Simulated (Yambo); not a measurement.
GaP (zinc blende, space group F-43m, No. 216), G0W0@LDA in Yambo; all else as in the reference (4×4×4 Γ-centred k mesh, 151 bands and a 14 Ry block in the screening, 151 bands in G with the Bruneval-Gonze terminator, plasmon pole fitted at 27.2 eV). One parameter is varied: the cutoff of the exchange sum, over 5, 10, 20, 40, 80 Ry.

Question: From which value on does the gap Γ → X stay within 0.05 eV of the largest setting?

Answer: From 10 Ry on.
```csv
cutoff of the exchange sum (Ry),G0W0 gap (eV),valence shift (eV)
5,2.21,-0.30
10,2.27,-0.50
20,2.28,-0.59
40,2.29,-0.66
80,2.29,-0.69
```
The last step of the sweep still moves the gap by 6 meV; the other settings are held fixed.

The standard potential for Ga keeps a d shell in the valence without the s and p states of that shell. In tests on such compounds this moved G0W0 gaps by up to about 0.9 eV, so absolute quasiparticle energies here are unreliable; differences between settings are what counts.

Spin-orbit coupling is not included.

Geometry relaxed with LDA; primitive cell a = b = c = 3.810 Å, α = β = γ = 60.00°.

A shift is the quasiparticle energy of the state minus its LDA energy.
